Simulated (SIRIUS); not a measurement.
A self-consistent single point of ZnSe (F-43m, 8 atoms in the cell; from Materials Project mp-1190, changed as shown).

```
ZnSe
1.0
    5.55159     0.00000     0.00000
    0.00000     5.55159     0.00000
    0.00000     0.00000     5.55159
Zn Se
4 4
Direct
  0.00000   0.00000   0.00000
  0.00000   0.50000   0.50000
  0.50000   0.00000   0.50000
  0.50000   0.50000   0.00000
  0.25000   0.25000   0.25000
  0.25000   0.75000   0.75000
  0.75000   0.25000   0.75000
  0.75000   0.75000   0.25000
```

All values come from this method and carry its errors: LDA (PW92), PseudoDojo 0.4 standard norm-conserving LDA (tails mended) pseudopotentials (plane waves; SIRIUS).

SIRIUS settings:

parameters.ngridk: 4 4 4
parameters.xc_functionals: [XC_LDA_X, XC_LDA_C_PW]
parameters.gk_cutoff: 9.274 1/bohr
parameters.pw_cutoff: 18.548 1/bohr
parameters.smearing: fermi_dirac
parameters.smearing_width: 0.000367493 Ha
potentials: PseudoDojo 0.4 standard norm-conserving LDA (tails mended) pseudopotentials
parameters.electronic_structure_method: pseudopotential
parameters.num_bands: 86
parameters.num_mag_dims: 0
parameters.num_dft_iter: 100
parameters.energy_tol: 1e-07 Ha
parameters.density_tol: 1e-06
mixer.type: broyden2
mixer.beta: 0.3
mixer.use_hartree: false

Results:

- Number of valence electrons: 144
- Number of bands: 86
- Number of k-points after the program's reduction: 10
- Number of plane waves (most at a k-point): 15600
- Number of SCF iterations: 16
- FFT grid: 64 × 64 × 64
- Free energy E − TS: -35935.6176 eV
- Top of the valence band (on the code's own zero): 9.05 eV
- Gap on the k-point mesh: 1.28 eV
- Pressure: 0.58 GPa

Stress (GPa, positive for compression):
```
0.58  0.00  0.00
0.00  0.58  0.00
0.00  0.00  0.58
```

Gaps are taken between levels on the mesh.

For comparison: a first run was changed to give this one (lattice scaled by 0.98), and from it to this one the free energy goes down by 12.4 meV/atom, the pressure goes from -3.36 to 0.58 GPa and the gap on the mesh goes from 1.036 to 1.283 eV.

The structure comes from a collection of computed structures, made at another level of theory; the collection holds predicted forms beside known ones.

Cost on one core: about 5 core-minutes (a rough figure).

“Tails mended”: in these copies of the files the far tail of each local potential was reset to the Coulomb form.
